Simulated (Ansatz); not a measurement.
TiB₂:
```yaml
crystal:
  lattice:
    - [3.03189, 0.00000, 0.00000]
    - [-1.51594, 2.62569, 0.00000]
    - [0.00000, 0.00000, 3.22473]
  atoms:
    - { symbol: Ti, position: [0.00000, 0.00000, 0.00000] }
    - { symbol: B, position: [0.33333, 0.66667, 0.50000] }
    - { symbol: B, position: [0.66667, 0.33333, 0.50000] }
```

Relaxed with PBE.

Question: List the phonon frequencies at the special points (DFPT on a 4×4×3 q-mesh, Fourier-interpolated; the program Ansatz at the PBE level (PAW)).

Answer: In cm⁻¹; no LO–TO term at Γ, as the run had none.

```csv
q,frequencies
Γ,0 0 0 510 510 511 555 885 885
M,299 318 360 516 518 549 788 823 850
K,336 336 340 536 536 641 746 746 895
A,294 294 349 417 417 514 630 895 895
L,315 318 343 519 552 589 773 802 872
H,315 315 323 569 569 628 746 746 882
```

Space group P6/mmm. Symmetry was held in the PBE relaxation; phonons on a q-mesh show no instability. No spin polarisation was allowed. As this level gives no gap, phonon frequencies hold no LO–TO term and depend on the k-mesh and smearing (Fermi–Dirac, 0.1 eV here).

Potentials: the later of the program's two PAW sets.
